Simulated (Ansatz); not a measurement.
Space group Fd-3m:1 (No. 227). a = 8.922 Å, b = 8.922 Å, c = 8.922 Å, α = 90.00°, β = 90.00°, γ = 90.00°
| atom | site | symmetry | x | y | z |
| --- | --- | --- | --- | --- | --- |
| Zn | 8b | -43m | 0.2500 | 0.7500 | 0.2500 |
| In | 16c | .-3m | 0.8750 | 0.8750 | 0.1250 |
| O | 32e | .3m | 0.3807 | 0.8807 | 0.3807 |

Equation of state of this ZnIn2O4 structure (not necessarily the ground state), with shape and atoms relaxed at each volume where symmetry leaves them free. Method: DFT PBEsol, scalar-relativistic, plane waves, PAW (Ansatz).

Cutoff 420 eV; k points 6×6×6 on the computed 14-atom cell (Γ-centred); Gaussian smearing, width 0.02 eV; no spin polarisation.

```
V (Å³/atom) E − E(largest V) (meV/atom) P (GPa) gap on mesh (eV)
     11.161                        59.62    25.90              1.84
     11.541                         8.23    17.67              1.69
     11.922                       -25.30    10.75              1.55
     12.302                       -43.72     4.92              1.41
     12.683                       -49.37     0.01              1.27
     13.063                       -44.35    -4.13              1.15
     13.444                       -30.35    -7.60              1.03
     13.951                         0.00   -11.39              0.87
```

Problem. Fit a third-order Birch–Murnaghan equation to E(V).

Solution. V0 = 12.68 Å³/atom, B0 = 150 GPa, B0' = 4.7.

The gaps are read on the mesh, which can miss the band edges, so they can be too wide.

Cost: 8 runs of about 4.8 core-minutes in all, on Oxide Virtual Turin-like Processor (Zen 5) (shared hosts).